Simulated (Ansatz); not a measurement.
Relaxed-ion elastic tensor of Li (bcc (W type), Im-3m) in GPa (Voigt order), the program Ansatz at the LDA level (PAW); density 0.61 g/cm³, 19.00 Å³ per atom.

```tsv
	1	2	3	4	5	6
1	15.9	14.7	14.7	0.0	0.0	0.0
2	14.7	15.9	14.7	0.0	0.0	0.0
3	14.7	14.7	15.9	0.0	0.0	0.0
4	0.0	0.0	0.0	11.3	0.0	0.0
5	0.0	0.0	0.0	0.0	11.3	0.0
6	0.0	0.0	0.0	0.0	0.0	11.3
```

Question: Is the crystal mechanically stable?

Answer: Yes: the smallest eigenvalue of C is 1.2 GPa.

Question: Work out the Voigt and Reuss bounds. Is their mean of use?

Answer: K_V = 15.1, K_R = 15.1; G_V = 7.0, G_R = 1.4 GPa. The bounds lie so far apart that a Hill average or a Debye temperature from it would say little.

Symmetry was held in the LDA relaxation. As this level gives no gap, shear constants depend on the k-mesh and smearing (Fermi–Dirac, 0.1 eV here).

Potentials: the later of the program's two PAW sets.
